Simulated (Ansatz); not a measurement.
BeSe (zinc blende), relaxed with PBE (Ansatz, an electronic-structure program, plane waves, PAW): a = b = c = 5.1777 Å, α = β = γ = 90.00°.

```
Quantity              Value
--------------------  -----
gap (eV)               2.67
B₀ by P(V) fit (GPa)   75.1
```

Q: The same phase is relaxed and computed with HSE06 in the same code. What are the cell and these values now?

A: a = 5.147 Å, b = 5.147 Å, c = 5.147 Å, α = 90.00°, β = 90.00°, γ = 90.00°.

- gap (eV): 3.47
- B₀ by P(V) fit (GPa): 80.8

All cells were relaxed under the symmetry of their starts (and spin orders); stability against distortions was not tested throughout. Spin–orbit coupling is left out wherever it is not named.

Potentials: the later of the program's two PAW sets.

Ansatz is a plane-wave DFT program.
